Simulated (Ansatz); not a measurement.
C (simple cubic, Pm-3m) under volume change, plane-wave PAW r²SCAN+D4 (Ansatz code), scaled uniformly.

| V (Å³/atom) | E − E(relaxed) (meV/atom) | P (GPa) |
|---|---|---|
| 5.074 | 54.2 | 37.19 |
| 5.241 | 23.1 | 23.08 |
| 5.408 | 5.5 | 10.79 |
| 5.576 | 0.0 | 0.01 |
| 5.743 | 5.1 | -9.57 |
| 5.910 | 19.3 | -17.35 |
| 6.077 | 41.0 | -24.30 |

Problem. What does a third-order Birch–Murnaghan fit give for V₀, B₀ and B′?

Solution. V₀ = 5.58 Å³/atom, B₀ = 332 GPa, B′ = 3.7.

The start of the workflow was typed in or built on a structure type; neither database checked (COD, Materials Project) lists it. It is not the phase usual at ambient conditions (space group No. 194, 227). The r²SCAN+D4 relaxation kept the symmetry of its start; its stability against distortions is not shown here. The volume moved by -25 % from the start of the relaxation.

Potentials: the earlier of the program's two PAW sets.
